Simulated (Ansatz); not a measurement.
4 guesses for ZnReH and where they end

Level of theory: DFT PBE, scalar-relativistic, plane waves, PAW (Ansatz 0.2.0). Settings: cutoff 420 eV, Γ-centred meshes spaced at most about 0.3 Å⁻¹, and about 0.25 Å⁻¹ or finer for metals (2π included), Gaussian smearing. Collinear spin in cells that started with moments and kept them past the coarse steps, no spin elsewhere.

Each guess was relaxed in cell and atoms at zero pressure, within the symmetry of its start. Temperature and zero-point effects are left out. Coordination counts H atoms around Re and Zn (those within 1.25 times the shortest such distance or 1.15 times the sum of covalent radii; the shortest distance is added where it is long for a bond).

```tsv
guess	made from	start group	V start (Å³/atom)	end group	V end (Å³/atom)	coordination at the end	gap on mesh (eV)	E over the lowest end (meV/atom)
1	HoCuSi type	P-6m2	14.1	?	?	?	?	?
2	random cell	P4/mmm	14.1	P4/mmm	12.7	Zn 8 from 3.2 Å, Re 4	0	143
3	random cell	P4/mmm	13.1	P4/mmm	14.2	Zn 8 from 3.0 Å, Re 2	0	579
4	HoCoC type	P4/mmm	12.2	P4/mmm	10.8	Zn 2, Re 4	0	0
```

Guess 1 as it starts:

```cif
data_structure
_symmetry_space_group_name_H-M 'P 1'
_symmetry_Int_Tables_number 1
_cell_length_a 3.6681
_cell_length_b 3.6681
_cell_length_c 3.6205
_cell_angle_alpha 90.000
_cell_angle_beta 90.000
_cell_angle_gamma 120.000
_cell_volume 42.19
loop_
_atom_site_label
_atom_site_type_symbol
_atom_site_fract_x
_atom_site_fract_y
_atom_site_fract_z
_atom_site_occupancy
Zn1 Zn 0.33333 0.66667 0.50000 1
Re1 Re 0.00000 0.00000 0.00000 1
H1 H 0.66667 0.33333 0.50000 1
```

Q: Fill in the missing row: what does this guess relax into, and where does it rank?

A: It ends in space group P-6m2 (No. 187), with a = 2.900 Å, c = 4.396 Å, 10.7 Å³/atom and no gap. It lies 0.38 eV/atom over the lowest end, above guess 2 and below guess 3. Counting H atoms around Re and Zn, this end has Zn 3, Re 6 from 2.8 Å and the lowest (guess 4) has Zn 2, Re 4.

```yaml
crystal:
  lattice:
    - [2.89997, 0.00000, 0.00000]
    - [-1.44998, 2.51145, 0.00000]
    - [0.00000, 0.00000, 4.39626]
  atoms:
    - { symbol: Zn, position: [0.33333, 0.66667, 0.50000] }
    - { symbol: Re, position: [0.00000, 0.00000, 0.00000] }
    - { symbol: H, position: [0.66667, 0.33333, 0.50000] }
```

Formation energies are uncorrected and refer to the elements' standard structures at the same level (H₂ as a molecule).

Q: Is the lowest end bound against the elements?

A: No: its formation energy is +0.50 eV/atom. It can't be a ground state, since the elements alone are lower.

Spin–orbit coupling, which can matter for Re, is left out. With hydrogen, zero-point motion can shift formation energies by some tens of meV/atom. Cells relaxed within their symmetry can be saddle points. A lower structure may well exist outside this small set. Some structure types and database cells were kept out of the candidates from the start, so a known form may be missing.
